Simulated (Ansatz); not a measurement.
# Hf: computed property card

Hf:
```cif
data_Hf2
_chemical_formula_sum 'Hf2'
_space_group_name_H-M_alt 'Im-3m'
_space_group_IT_number 229
_space_group_name_Hall '-I 4 2 3'
_cell_length_a 3.49061
_cell_length_b 3.49061
_cell_length_c 3.49061
_cell_angle_alpha 90.000
_cell_angle_beta 90.000
_cell_angle_gamma 90.000
loop_
_atom_site_label
_atom_site_type_symbol
_atom_site_symmetry_multiplicity
_atom_site_Wyckoff_symbol
_atom_site_fract_x
_atom_site_fract_y
_atom_site_fract_z
_atom_site_occupancy
Hf1 Hf 2 a 0.00000 0.00000 0.00000 1
```
(The calculation used a cell of 1 atom; values per cell refer to that cell.)

Space group Im-3m (No. 229), bcc (W type); conventional cell a = b = c = 3.491 Å, α = β = γ = 90.00°.

Method: PBEsol (plane waves, PAW; program Ansatz). Geometry: relaxed at this level of theory. Other levels are named where they apply.

**Cell and energy**

```
Item                  Result
---------------  -----------
Volume per atom     21.27 Å³
Density          13.94 g/cm³
```

**Electronic structure**

```
Property                                                                    Value
------------------------------------  -------------------------------------------
Electronic character                                            metallic (no gap)
Density of states at the Fermi level  1.7 states/eV per atom (mean over ±0.08 eV)
Gap with spin–orbit coupling                                      none (metallic)
```

**Mechanics**

```
Quantity                                                               Result
-------------------------------------  --------------------------------------
Bulk modulus (Birch–Murnaghan fit)                                    107 GPa
Pressure derivative B′                                                    3.2
Elastic constants (relaxed ions, GPa)       C11 = 80.3, C12 = 119, C44 = 52.6
Mechanical stability                   unstable (C has a negative eigenvalue)
```

This is a known high-temperature phase of the composition, computed here at zero pressure and temperature. Symmetry was held in the PBEsol relaxation. The run is not spin-polarised. As this level gives no gap, shear constants depend on the k-mesh and smearing (Fermi–Dirac, 0.1 eV here). Scalar-relativistic: spin–orbit coupling is off unless named, which matters more the heavier the elements.

Potentials: the earlier of the program's two PAW sets. The files were generated under PBE; for other functionals the program regenerates the frozen cores, and for LDA and PBEsol the local potential too.
